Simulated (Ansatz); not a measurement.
LiF (rock salt, space group No. 225), a = 4.0081 Å, b = 4.0081 Å, c = 4.0081 Å, α = 90.00°, β = 90.00°, γ = 90.00°; the cell used has 2 atoms.

Relaxed with PBEsol.

Problem. Give the optical modes at the zone centre with their infrared activity from DFPT, DFT-PBEsol in the program Ansatz with PAW potentials.

Solution. Transverse frequencies, without the LO–TO term; a row sums one degenerate level.

| ω (cm⁻¹) | degeneracy | IR ((D/Å)²/amu) | activity | symmetry |
|---|---|---|---|---|
| 299 | 3 | 14.97 | IR | T1u |

Problem. How high does the top mode go among those that the LO–TO term moves?

Solution. 637 cm⁻¹ for q along x.

Space group Fm-3m (rock salt). Symmetry was held in the PBEsol relaxation; phonons on a q-mesh show no instability.

Potentials: the later of the program's two PAW sets.
